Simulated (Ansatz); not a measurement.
Be (fcc (Cu type), Fm-3m) under volume change, DFT-PBE in the program Ansatz with PAW potentials, scaled uniformly.

```csv
V (Å³/atom),E − E(relaxed) (meV/atom),P (GPa)
7.166,27.5,13.28
7.402,11.7,8.26
7.638,2.8,3.89
7.874,0.0,0.00
8.111,…,…
8.347,9.8,-6.37
8.583,…,…
```

Q: Some entries are withheld; supply them.

A: 
- 8.583, E − E(relaxed) (meV/atom): 21.2
- 8.583, P (GPa): -8.99
- 8.111, E − E(relaxed) (meV/atom): 2.6
- 8.111, P (GPa): -3.40

Q: What does a third-order Birch–Murnaghan fit give for V₀, B₀ and B′?

A: V₀ = 7.87 Å³/atom, B₀ = 121 GPa, B′ = 3.3.

The start of the workflow was typed in or built on a structure type; neither database checked (COD, Materials Project) lists it. It is not the phase usual at ambient conditions (space group No. 194). The cell was relaxed with PBE under the symmetry of its start; its stability against distortions is not shown here.

Potentials: the later of the program's two PAW sets.
